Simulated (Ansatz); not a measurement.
TiO$_{2}$ (rutile)

```xyz
6
Lattice="4.6434 0.0000 0.0000 0.0000 4.6434 0.0000 0.0000 0.0000 2.9638" Properties=species:S:1:pos:R:3 pbc="T T T"
Ti     0.0000     0.0000     0.0000
Ti     2.3217     2.3217     1.4819
O      1.4168     1.4168     0.0000
O      3.7385     0.9049     1.4819
O      0.9049     3.7385     1.4819
O      3.2266     3.2266     0.0000
```

E(V) scan at fixed shape, V₀ the volume above. The atoms relax within the cell's symmetry.

These are PBE (plane waves to 420 eV, PAW, scalar-relativistic; Ansatz, a first-principles code) values and carry that method's errors. k mesh 8×8×12 (Γ-centred), Fermi-Dirac smearing 0.05 eV. Energies are smeared free energies. Compression counts positive. With the shape held, the modulus is that of even scaling; a crystal free to change shape is softer. TiO2 is run without spin polarisation. TiO2 was relaxed with its symmetry unable to fall. ΔE is measured from the relaxed starting cell.

| V (Å³/atom) | ΔE (meV/atom) |
|---|---|
| 10.012 | 28.7 |
| 10.139 | 17.9 |
| 10.267 | 9.9 |
| 10.395 | withheld |
| 10.523 | 1.0 |
| 10.651 | 0.0 |
| 10.778 | 1.0 |
| 10.906 | 3.9 |
| 11.034 | 8.5 |
| 11.162 | 14.9 |
| 11.290 | 22.8 |

Problem. Fit a third-order Birch-Murnaghan form (E₀, V₀, B₀, B₀′ free) to the given rows and predict ΔE at V = 10.395.

Solution. Least squares on the 10 given rows: ΔE = E₀ + (9V₀B₀/16)·y²·[2 + (B₀′ − 4)y], y = (V₀/V)^(2/3) − 1, with V₀ = 10.651 Å³/atom, B₀ = 213.0 GPa (160.2 GPa = 1 eV/Å³; the term in eV is multiplied by 1000), B₀′ = 4.78, E₀ = -0.01 meV/atom; root-mean-square residual 0.04 meV/atom. At 10.395 the fit gives 4.3 meV/atom; the calculation gives 4.3 meV/atom, the same to the digits shown. For the pressure the fit gives 5.5 GPa against the computed 5.5 GPa.

(A scan under strain: stresses follow from slopes of the energy per volume, elastic moduli from its curvatures.)
